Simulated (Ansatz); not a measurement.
Ansatz (an electronic-structure program) input:

Ansatz 0.2 input:
```yaml
crystal:
  lattice:
    - [1.3866854614, -4.6199979876, 0.0]
    - [1.3866854614, 4.6199979876, 0.0]
    - [0.0, 0.0, 7.1966501635]
  atoms:
    - { symbol: Ga, position: [0.2469897753, 0.7530102247, 0.25] }
    - { symbol: Ga, position: [0.7530102247, 0.2469897753, 0.75] }
    - { symbol: Ga, position: [0.0, 0.0, 0.5] }
    - { symbol: Ga, position: [0.0, 0.0, 0.0] }
    - { symbol: O, position: [0.3632396064, 0.6367603936, 0.9239248046] }
    - { symbol: O, position: [0.6367603936, 0.3632396064, 0.0760751954] }
    - { symbol: O, position: [0.6367603936, 0.3632396064, 0.4239248046] }
    - { symbol: O, position: [0.3632396064, 0.6367603936, 0.5760751954] }
    - { symbol: O, position: [0.1067589479, 0.8932410521, 0.75] }
    - { symbol: O, position: [0.8932410521, 0.1067589479, 0.25] }
kpoints:
  mp_grid: { grid: [9, 9, 4] }
hamiltonian:
  xc: r2scan
  pseudopotentials: { kind: paw }
scf:
  occupations: { method: fixed }
output:
  optics: { e_range: [0.0, 15.0], de: 0.05, sigma: 0.1, bands: { spectra_wanted_up_to: 12 eV } }
```

Output (shortened):

```
output.optics: the spectra are integrated over the Brillouin zone by k·p interpolation around the k-points, where levels, occupations, output.optics.sigma and …
Pseudopotential: Ga, paw, valence charge 13
Pseudopotential: O, paw, valence charge 6
Functional definition: r2SCAN
Crystal: 10 atoms, lattice volume = 92.210 Å³
Basis set: ecut = 500 eV, 2335 PW (Γ), exchange–correlation on 144×144×216 points (64 copies of the dense FFT grid, shifted against one another)
Bands: 54, of which v1, the nominal top of the filled ones, is band 44 counted from 1 (43 counted from 0)
Symmetry: 8 space group operations
Space group: Cmcm (ITA 63), of the structure as read, at distance tolerance 4.5e-5 Å
k-points: 75 of 324
SCF iter   1: F=—  HF=-18574.819459 eV  |F-HF|=—  |Δ(HF+E_count)|=         —  Δρ=1.61e-2  dr2=1.19e-1  dr2_τ=3.98e-1  ethr=1.77e-3  ⟨swp⟩=5.0  Hψ=12846  notcnv=0  defer=600
preconditioner: auto → Resta (q_TF=auto, 2.707 Å⁻¹)
SCF iter   2: F=—  HF=-18575.028122 eV  |F-HF|=—  |Δ(HF+E_count)|=   2.09e-1  Δρ=8.35e-3  dr2=3.72e-2  dr2_τ=1.31e-3  ethr=1.35e-4  ⟨swp⟩=2.0  Hψ=8174  notcnv=0  defer=600
SCF iter   3: F=—  HF=-18575.028359 eV  |F-HF|=—  |Δ(HF+E_count)|=   2.37e-4  Δρ=3.85e-3  dr2=4.67e-3  dr2_τ=6.52e-4  ethr=4.23e-5  ⟨swp⟩=2.8  Hψ=6844  notcnv=0  defer=600
SCF iter   4: F=—  HF=-18575.026647 eV  |F-HF|=—  |Δ(HF+E_count)|=   1.71e-3  Δρ=7.34e-4  dr2=2.61e-4  dr2_τ=6.73e-5  ethr=5.30e-6  ⟨swp⟩=2.0  Hψ=6677  notcnv=0  defer=600
SCF iter   5: F=—  HF=-18575.026719 eV  |F-HF|=—  |Δ(HF+E_count)|=   7.28e-5  Δρ=1.77e-4  dr2=2.34e-5  dr2_τ=1.64e-6  ethr=2.96e-7  ⟨swp⟩=2.0  Hψ=6942  notcnv=0  defer=554
SCF iter   6: F=—  HF=-18575.026734 eV  |F-HF|=—  |Δ(HF+E_count)|=   1.50e-5  Δρ=7.30e-5  dr2=4.03e-6  dr2_τ=2.37e-7  ethr=2.66e-8  ⟨swp⟩=2.0  Hψ=6977  notcnv=0  defer=377
SCF iter   7: F=—  HF=-18575.026765 eV  |F-HF|=—  |Δ(HF+E_count)|=   3.08e-5  Δρ=1.22e-5  dr2=1.13e-7  dr2_τ=1.30e-8  ethr=4.58e-9  ⟨swp⟩=2.0  Hψ=6690  notcnv=0  defer=374
SCF iter   8: F=—  HF=-18575.026765 eV  |F-HF|=—  |Δ(HF+E_count)|=   5.56e-8  Δρ=9.13e-6  dr2=5.57e-8  dr2_τ=6.94e-9  ethr=1.28e-10  ⟨swp⟩=2.0  Hψ=6977  notcnv=0  defer=374
SCF iter  12: F=-18575.026765 eV  HF=-18575.026765 eV  |F-HF|=3.64e-12  |Δ(HF+E_count)|=  1.82e-11  Δρ=6.59e-8  dr2=2.40e-12  dr2_τ=2.88e-13  ethr=1.00e-12  ⟨swp⟩=2.1  Hψ=11135  notcnv=0
SCF 1 converged in 12 iterations: F = -18575.026765 eV  dr2 = 2.40e-12
NSCF: frozen V_eff on 75 k-points
Optics k sum: 0 of 75 k-points
Optics k sum: 4 of 75 k-points
Optics k sum: 8 of 75 k-points
Optics k sum: 12 of 75 k-points
Optics k sum: 15 of 75 k-points
Optics k sum: 19 of 75 k-points
Optics k sum: 23 of 75 k-points
Optics k sum: 27 of 75 k-points
Optics k sum: 30 of 75 k-points
Optics k sum: 34 of 75 k-points
Optics k sum: 38 of 75 k-points
Optics k sum: 42 of 75 k-points
Optics k sum: 45 of 75 k-points
Optics k sum: 49 of 75 k-points
Optics k sum: 53 of 75 k-points
Optics k sum: 57 of 75 k-points
Optics k sum: 60 of 75 k-points
Optics k sum: 64 of 75 k-points
Optics k sum: 68 of 75 k-points
Optics k sum: 72 of 75 k-points
Optics k sum: 75 of 75 k-points
Optics k sum: 0 of 75 k-points
Optics k sum: 4 of 75 k-points
Optics k sum: 8 of 75 k-points
Optics k sum: 12 of 75 k-points
Optics k sum: 15 of 75 k-points
Optics k sum: 19 of 75 k-points
Optics k sum: 23 of 75 k-points
Optics k sum: 27 of 75 k-points
Optics k sum: 30 of 75 k-points
Optics k sum: 34 of 75 k-points
Optics k sum: 38 of 75 k-points
Optics k sum: 42 of 75 k-points
Optics k sum: 45 of 75 k-points
Optics k sum: 49 of 75 k-points
Optics k sum: 53 of 75 k-points
Optics k sum: 57 of 75 k-points
Optics k sum: 60 of 75 k-points
Optics k sum: 64 of 75 k-points
Optics k sum: 68 of 75 k-points
Optics k sum: 72 of 75 k-points
Optics k sum: 75 of 75 k-points
NSCF: frozen V_eff on 1 k-points
NSCF: frozen V_eff on 1 k-points
NSCF: frozen V_eff on 1 k-points
NSCF: frozen V_eff on 1 k-points
NSCF: frozen V_eff on 1 k-points
NSCF: frozen V_eff on 1 k-points
output.optics: what the bands over the 73 summed would add to eps1, eps2 and the energy-loss function is held between a lower and an upper bound (8 Lanczos …
SCF converged after 12 iterations
Free energy (F): -18575.026765 eV
Harris-Foulkes:  -18575.026765 eV  (|F-HF|=3.64e-12)
Internal energy: -18575.026765 eV  (E = F + TS)
E sigma→0 (E₀):  -18575.026765 eV
Fermi energy:    10.273576 eV
--- Per-component energies (eV) ---
  E_band       = 12.417491
  E_kinetic    = 1528.680178
  E_local      = -8060.626363  (includes V_loc(G=0)·N_el)
  E_nonlocal   = 2033.149436
  E_hartree    = 3663.446207
  E_xc         = -684.503137
  E_vxc        = -863.083204  (∫ρ·V_xc dr)
  E_paw        = -9023.046052  (= ΣΔE_a)
  E_vpaw       = -2003.451559  (= ΣTr[D̂ρ^β])
  E_aug_tail   = 0.005939  (compensation charges beyond the density's cutoff)
  E_vtau       = 50.850599  (kinetic-family band-sum trace: ∫τ·v_τ [+ j·A + Jᵃ·Aᵃ] dr)
  E_ewald      = -8029.329047
  E_core_change = -2.803925  (= ΣΔE_core)
  E_smearing   =  0.000000  (= −TS)
  E_closure    =  0.000000  (closes the sum)
  Σ components = -18575.026765   (vs F -18575.026765, Δ=0.00e0)
  [band-id]    e_kinetic+e_local+e_nonlocal+2·e_hartree+e_vxc+e_vpaw+e_augmentation_tail+e_vtau = 12.417439   (vs E_band 12.417491, Δ=-5.16e-5)
--- Band table (eV; the first three rows and the last of 75) ---
  k-point 0: bands = ["-10.4281", "-9.1770", "-9.1099", "-8.3902", "-8.3391", "-7.8096", "-3.9545", "-3.8913", "-3.8283", "-3.7621", "-3.7550", "-3.7500", "-3.7154", "-3.6629", "-3.6175", "-3.5510", "-3.4277", "-3.4184", "-3.3145", "-3.2834", "-3.2095", …
  k-point 1: bands = ["-10.3301", "-9.6278", "-8.7310", "-8.4216", "-8.2632", "-7.8719", "-3.9493", "-3.9099", "-3.7939", "-3.7607", "-3.7526", "-3.7442", "-3.7074", "-3.6707", "-3.6550", "-3.6158", "-3.3884", "-3.3767", "-3.3094", "-3.2874", "-3.1953", …
  k-point 2: bands = ["-10.0492", "-10.0492", "-8.5166", "-8.5166", "-8.0529", "-8.0529", "-3.9340", "-3.9340", "-3.7571", "-3.7571", "-3.7294", "-3.7294", "-3.6944", "-3.6944", "-3.6891", "-3.6891", "-3.3583", "-3.3583", "-3.2978", "-3.2978", "-3.1654", …
  k-point 74: bands = ["-9.4636", "-9.4636", "-9.0971", "-9.0971", "-8.2118", "-8.2118", "-3.9324", "-3.9324", "-3.7581", "-3.7581", "-3.7560", "-3.7560", "-3.6914", "-3.6914", "-3.6804", "-3.6804", "-3.3559", "-3.3559", "-3.2967", "-3.2967", "-3.1837", …
```

Cost: very roughly 7 core-minutes on shared cores.

The first step of the workflow began from a Materials Project structure, measured or hypothetical; the Crystallography Open Database copy checked does not list it. It is not the phase usual at ambient conditions (space group No. 12, 167). Symmetry was held in the r²SCAN relaxation. At this level the phase is dynamically unstable (imaginary phonons). Scalar-relativistic: spin–orbit coupling is off unless named, which matters more the heavier the elements.

Potentials: the later of the program's two PAW sets.

Ansatz is a plane-wave DFT program.
